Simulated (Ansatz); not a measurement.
Te$_{2}$Au:
```cif
data_Au2Te4
_chemical_formula_sum 'Au2 Te4'
_space_group_name_H-M_alt 'C2/m'
_space_group_IT_number 12
_space_group_name_Hall '-C 2y'
_cell_length_a 7.24984
_cell_length_b 4.20679
_cell_length_c 5.17915
_cell_angle_alpha 90.000
_cell_angle_beta 90.082
_cell_angle_gamma 90.000
loop_
_atom_site_label
_atom_site_type_symbol
_atom_site_symmetry_multiplicity
_atom_site_Wyckoff_symbol
_atom_site_fract_x
_atom_site_fract_y
_atom_site_fract_z
_atom_site_occupancy
Au1 Au 2 a 0.00000 0.00000 0.00000 1
Te1 Te 4 i 0.17730 0.50000 0.28837 1
```
(The calculation used a cell of 3 atoms; values per cell refer to that cell.)

Relaxed with r²SCAN.

Question: Tabulate the valence density and the electron localisation function along the shortest Te–Te contact (3.21 Å), r²SCAN in the plane-wave PAW code Ansatz.

Answer: 

```tsv
distance from Te (Å)	density (e/Å³)	ELF
0.32	11.80	0.01
0.48	6.92	0.10
0.64	3.08	0.29
0.80	1.17	0.46
0.96	0.65	0.53
1.13	0.44	0.58
1.29	0.31	0.59
1.45	0.25	0.51
1.61	0.23	0.46
1.77	0.25	0.51
1.93	0.31	0.59
2.09	0.44	0.58
2.25	0.65	0.53
2.41	1.17	0.46
2.57	3.08	0.29
2.73	6.92	0.10
2.89	11.80	0.01
```

The density is the valence pseudo-density with augmentation charge, so density and ELF within about 1 Å of a nucleus are not all-electron values.

The workflow started from an entry of the Crystallography Open Database (COD), which files this formula under 3 space groups. Its standing as an ambient phase is unchecked. The cell was relaxed with r²SCAN under the symmetry of its start; its stability against distortions is not shown here. Spin–orbit coupling is left out wherever it is not named.

Potentials: the later of the program's two PAW sets.
